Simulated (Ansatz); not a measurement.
NbAs:
```yaml
crystal:
  lattice:
    - [-1.71940, 1.71940, 5.79736]
    - [1.71940, -1.71940, 5.79736]
    - [1.71940, 1.71940, -5.79736]
  atoms:
    - { symbol: Nb, position: [0.99925, 0.99925, 0.00000] }
    - { symbol: Nb, position: [0.74925, 0.24925, 0.50000] }
    - { symbol: As, position: [0.41775, 0.41775, 0.00000] }
    - { symbol: As, position: [0.16775, 0.66775, 0.50000] }
```

Relaxed with PBEsol. Special points in fractions of this cell's reciprocal vectors: Γ (0.000, 0.000, 0.000); X (0.000, 0.000, 0.500); P (0.250, 0.250, 0.250); N (0.000, 0.500, 0.000); M (0.500, 0.500, -0.500); S (0.272, 0.728, -0.272); S0 (-0.272, 0.272, 0.272); R (-0.044, 0.044, 0.500); G (0.500, 0.500, -0.044).

List the band energies nearest the Fermi level at these points for DFT-PBEsol in the program Ansatz with PAW potentials.

In eV from the Fermi level; about four levels below and three above (degenerate sets whole), none deeper than 8.9 eV; points with the same levels are listed once.

| k | below | above |
|---|---|---|
| Γ | -2.11 -1.72 -1.39 -1.39 | 0.70 1.29 2.51 |
| X | -2.81 -2.81 -0.62 -0.62 | 2.47 2.47 2.74 2.74 |
| P | -2.84 -2.84 -0.60 -0.60 | 2.48 2.48 2.71 2.71 |
| N | -2.30 -1.81 -1.42 -0.05 | 0.05 1.22 2.17 |
| M | -2.58 -2.58 -0.54 -0.54 | 0.98 0.98 2.00 2.00 |
| S | -2.28 -2.12 -1.42 -0.16 | 0.22 1.50 2.04 |
| R | -2.79 -2.79 -0.66 -0.66 | 2.35 2.35 2.75 2.75 |

Space group I4_1md. The PBEsol relaxation kept the symmetry of its start. The run is not spin-polarised. A small band overlap can be real or an error of a semilocal functional. The Fermi level of a semimetal is unsure by some 0.05 eV on such meshes. Spin–orbit coupling is left out wherever it is not named.

Potentials: the earlier of the program's two PAW sets. The files were generated under PBE; for other functionals the program regenerates the frozen cores, and for LDA and PBEsol the local potential too.
